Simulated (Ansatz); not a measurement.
**CsAgCl3: reading a single point**

```
CELL_PARAMETERS angstrom
0.00000 7.31240 0.00000
7.31240 0.00000 0.00000
3.65620 3.65620 -5.47951
ATOMIC_POSITIONS crystal
Cl 0.21640 0.21640 0.00000
Cl 0.21640 0.78360 0.00000
Cl 0.78360 0.78360 0.00000
Cl 0.78360 0.21640 0.00000
Cs 0.75000 0.25000 0.50000
Cs 0.25000 0.75000 0.50000
Ag 0.50000 0.50000 0.00000
Ag 0.00000 0.00000 0.00000
Cl 0.29040 0.29040 0.41920
Cl 0.70960 0.70960 0.58080
```

Method: r2SCAN, no spin polarisation; PAW, plane waves to 500 eV, 5×5×5 Γ-centred mesh, gaussian occupations (width 0.054 eV) (Ansatz 0.2.0), atoms fixed.

(1) Which orbitals make up the band edges?

(2) Where is the largest force?

(3) Describe some of the short contacts.

(4) Metal or insulator? Give the gap.

Origin: a database entry at a rescaled volume. Caveats: atoms or cell far from equilibrium.

It took 3.1 min on 1 thread of Intel(R) Xeon(R) Platinum 8259CL CPU @ 2.50GHz (Skylake/Cascade Lake), with other jobs on the host, peak memory 1.8 GiB, starting from a saved density. The time holds forces, stress, Bader, DOS, bands, ELF.

Results:

(1) Within 0.7 eV of the edges, the states project mainly on Cl p (49 %) and Ag d (38 %) below the gap and on Cl p (64 %) and Ag d (32 %) above it.

(2) The largest is on Cl4 (and as large on other atoms): 1.61 eV/Å, components (1.14, -1.14, 0.00). It makes 180° with the line to a nearest neighbour, Ag8 at 2.24 Å, pointing away from it.

(3) Cl–Ag at 2.24 Å: least valence density 0.72 e/Å³ and ELF 0.34 there. Cs–Cl at 3.68 Å: least valence density 0.05 e/Å³ and ELF 0.03 there, a closed-shell (ionic or weak) contact. Both are smooth PAW fields, read partly inside the augmentation spheres.

(4) The gap is 0.59 eV, indirect (the least direct gap found is 0.67 eV).
